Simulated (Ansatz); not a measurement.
**Every step of a relaxation of SnSe (zincblende type)**

DFT, r2SCAN, PAW with Ansatz's default frozen-core files, scalar-relativistic (Ansatz 0.2.0); a Γ-centred 12×12×12 k mesh, Fermi–Dirac smearing of 0.1 eV, no spin polarisation. The run relaxes cell and atoms at a target pressure of 0 GPa.

Command: `ansatz run input.yaml --threads 1 --pin off --max-ram 2048MiB --backend cpu --events-out ev --progress --plain --runs-dir out` It took 3.7 min on 1 thread of Intel(R) Xeon(R) Processor @ 2.50GHz (Skylake/Cascade Lake), with other jobs on the host, peak memory 0.66 GiB.

PAW: frozen-core files, cutoff 500 eV; forces are relaxed below 0.005 eV/Å.

Each step lists its free energy a cell above the last geometry, the pressure, the cell vectors (Å), and Cartesian positions (Å) with forces (eV/Å).

The first step:

```
step 1  dF = 722.27 meV  P = 15.23 GPa
  cell 0.0000 3.0547 3.0547  3.0547 0.0000 3.0547  3.0547 3.0547 0.0000
  Sn 0.0000 0.0000 0.0000   0.0000 0.0000 0.0000
  Se 1.5273 1.5273 1.5273   0.0000 0.0000 0.0000
```

Spin–orbit coupling is left out, which matters for the heavy atoms. The PAW files were made under PBE.

The symmetry of the start is kept and no stability test is made, so the end need not be the stable phase.

Where does the relaxation end, and by which steps?

After 4 geometries, with conventional a, b, c = 6.720, 6.720, 6.720 Å, at 37.931 Å³/atom (+33.08 % against the start) in space group F-43m, with a shortest distance of 2.910 Å. The further steps:
```
step 2  dF = 169.42 meV  P = 5.96 GPa
  cell 0.0000 3.2036 3.2036  3.2036 0.0000 3.2036  3.2036 3.2036 0.0000
  Sn 0.0000 0.0000 0.0000   0.0000 0.0000 0.0000
  Se 1.6018 1.6018 1.6018   0.0000 0.0000 0.0000
step 3  dF = 12.26 meV  P = 1.39 GPa
  cell 0.0000 3.3161 3.3161  3.3161 0.0000 3.3161  3.3161 3.3161 0.0000
  Sn 0.0000 0.0000 0.0000   0.0000 0.0000 0.0000
  Se 1.6580 1.6580 1.6580   0.0000 0.0000 0.0000
step 4  dF = 0.00 meV  P = 0.00 GPa
  cell 0.0000 3.3599 3.3599  3.3599 0.0000 3.3599  3.3599 3.3599 0.0000
  Sn 0.0000 0.0000 0.0000   0.0000 0.0000 0.0000
  Se 1.6800 1.6800 1.6800   0.0000 0.0000 0.0000
step 5  dF = -1.78 meV  P = 0.02 GPa  (same geometry on a basis chosen anew; earlier energies don't compare to the last digit)
  cell 0.0000 3.3599 3.3599  3.3599 0.0000 3.3599  3.3599 3.3599 0.0000
  Sn 0.0000 0.0000 0.0000   0.0000 0.0000 0.0000
  Se 1.6800 1.6800 1.6800   0.0000 0.0000 0.0000
```
